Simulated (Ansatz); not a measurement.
NiSi (MnP type, space group Pnma)

```xyz
8
Lattice="5.1046 0.0000 0.0000 0.0000 3.3601 0.0000 0.0000 0.0000 5.5039" Properties=species:S:1:pos:R:3 pbc="T T T"
Ni     2.6004     0.8400     3.7807
Ni     0.0481     0.8400     4.4752
Ni     2.5042     2.5201     1.7233
Ni     5.0564     2.5201     1.0287
Si     3.4647     0.8400     0.4800
Si     0.9125     0.8400     2.2720
Si     1.6398     2.5201     5.0239
Si     4.1921     2.5201     3.2320
```

The slice is a (1 0 -1) plane (indices of the conventional cell) through the point (0.821, 0.750, 0.587) (fractional), spanned by u = [010] and v = [101] in vectors of this cell: u (3.36 Å) and v (7.51 Å, at 90° to u). It covers one period; positions are fractions (u, v).

All values below come from PBEsol (plane waves to 420 eV, PAW, scalar-relativistic; Ansatz, an electronic-structure program). k mesh 9×14×9. Near the nuclei the fields are pseudised (PAW); where an atom keeps semicore shells as valence, they peak there. NiSi is run without spin polarisation. NiSi was relaxed with its symmetry unable to fall.

Q: Predict the map of the electrostatic potential energy of an electron, from the cell's mean on the slice.

A: 
```
|xxxx+%%+xxx|
|xxx.#@@#.xx|
|xx.*%@@%*.x|
|  =#@@@@#= |
|xxx+%@@%+xx|
|xxx.#%%#.xx|
|xxxx+##+xxx|
|xxxx+**+xxx|
|xxx-****-xx|
|xx-*####*-x|
|.-+#%%%%#+-|
|x :*%@@%*: |
|xxx=%@@%=xx|
|xxx:#@@#:xx|
|xxx:*##*:xx|
|xx ::xx:: x|
|.:-xxxxxx-:|
|**-xxxxxx-*|
|%#-xxxxxx-#|
|++-xxxxxx-+|
|xx xxxxxx x|
|xxx .xx. xx|
|xxxx=**=xxx|
|xxxx=%%=xxx|
```
Scale: ten equal steps from 5.00 (start of ' ') to 13.10 (end of '@'), in the order ' .:-=+*#%@'. Values: electrostatic potential energy of an electron, from the cell's mean, in eV. The map has 11 points along u (one character each, u = 0 at the left) and 24 along v (v = 0 in the bottom row). Points within 1 Å of a nucleus are blanked (x), as the pseudised field means little there. Values under 5 eV are set to 5. The zero, the cell's mean, hangs on the PAW cores.
